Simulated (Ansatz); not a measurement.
**Several inputs for LaAl3As2H6O14**

Cell: a structure deposited in the COD, ions relaxed with PBE at fixed cell.

Space group R-3m:H (No. 166); a = 7.0316, c = 16.5151 Å, γ = 120.00°.

```csv
site,Wyckoff,site symmetry,x,y,z
La,3a,-3m,0.0000,0.0000,0.0000
Al,9d,.2/m,0.8333,0.6667,0.1667
H,18h,.m,0.8684,0.1316,0.4511
As,6c,3m,0.0000,0.0000,0.3165
O13,6c,3m,0.0000,0.0000,0.5818
O15,18h,.m,0.8693,0.1307,0.2795
O21,18h,.m,0.7904,0.2096,0.4705
```

One atom of each set is listed; the run and its k-mesh use a cell of 26 atoms with edges of 6.84, 6.84, 6.84 Å.

Reference run. Level of theory: DFT, PBE, plane waves and PAW, scalar-relativistic, 420 eV cutoff, Γ-centred 4×4×4 k-points, Fermi–Dirac smearing 0.02 eV (Ansatz 0.2.0).

It gives V_zz (10²¹ V/m²) O13 13.01 (η 0.00), As -4.14 (η 0.00), H 2.77 (η 0.06), among others. Each of these runs changes the input as listed (caps on SCF iterations aside):

A. scf.occupations.method: fermi_dirac → gaussian; scf.occupations.width: 0.02 → 0.2; kpoints.mp_grid.grid: [4, 4, 4] → [2, 2, 2]; scf.occupations.width: 0.2 → not typed; scf.occupations.method: gaussian → tetrahedron_uncorrected
B. kpoints.mp_grid.grid: [4, 4, 4] → [5, 5, 5]

Problem. Which of these changes matter for the gradients?

Solution. 

```json
{"run": "A", "O13 V_zz (η)": "13.01 (0.00)", "As V_zz (η)": "-4.12 (0.00)", "H V_zz (η)": "2.77 (0.06)", "largest change of a gradient tensor, all atoms": "0.05", "note": "converged; mesh coarser than the reference's"}
{"run": "B", "O13 V_zz (η)": "13.01 (0.00)", "As V_zz (η)": "-4.14 (0.00)", "H V_zz (η)": "2.77 (0.06)", "largest change of a gradient tensor, all atoms": "0.00", "note": "converged"}
```

Run A moves them most, on La (V_zz from 0.17 to 0.22); against its own size the tensor moves most on As among sites above 0.3 (by 0.02, V_zz from -4.14 to -4.12).

In run A the shift comes from kpoints.mp_grid.grid: the other keys steer the path to self-consistency or leave the density as it is (the gap is far wider than the smearing).

On the reference run: At this cell the PBE pressure is 5 GPa, so with PBE the cell would grow if it were relaxed. Without spin–orbit coupling (the program notes it for La) the gradients are little affected as a rule: paired runs on crystals with a gap mostly move them by under 2 % at such atoms. The entry's hydrogen positions were far off; the other atoms hardly move on relaxation.
